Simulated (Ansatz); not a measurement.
Consider the following.

Ca$_{2}$O:
```cif
data_Ca2O
_chemical_formula_sum 'Ca2 O1'
_space_group_name_H-M_alt 'P 1'
_space_group_IT_number 1
_cell_length_a 6.15259
_cell_length_b 6.15259
_cell_length_c 6.15259
_cell_angle_alpha 32.487
_cell_angle_beta 32.487
_cell_angle_gamma 32.487
loop_
_space_group_symop_operation_xyz
  'x, y, z'
loop_
_atom_site_label
_atom_site_type_symbol
_atom_site_fract_x
_atom_site_fract_y
_atom_site_fract_z
_atom_site_occupancy
Ca1 Ca 0.74315 0.74315 0.74315 1
Ca2 Ca 0.25685 0.25685 0.25685 1
O1 O 0.00000 0.00000 0.00000 1
```

This is the LDA-relaxed structure.

Task: All from the program Ansatz at the LDA level (PAW), unless another level is named. Predict the bulk modulus (Birch–Murnaghan fit).

Result: 55.4 GPa.

Task: And the highest zone-centre frequency?

Result: 275 cm^-1.

Space group R-3m. The start of the workflow was typed in or built on a structure type; neither database checked (COD, Materials Project) lists it. Whether it is the stable phase at ambient conditions was not checked. The cell was relaxed with LDA under the symmetry of its start; whether a distortion lowers the energy is not shown. The volume moved by -22 % from the start of the relaxation. As this level gives no gap, phonon frequencies hold no LO–TO term and depend on the k-mesh and smearing (Fermi–Dirac, 0.1 eV here).

Potentials: the earlier of the program's two PAW sets. The files were generated under PBE; for other functionals the program regenerates the frozen cores, and for LDA and PBEsol the local potential too.
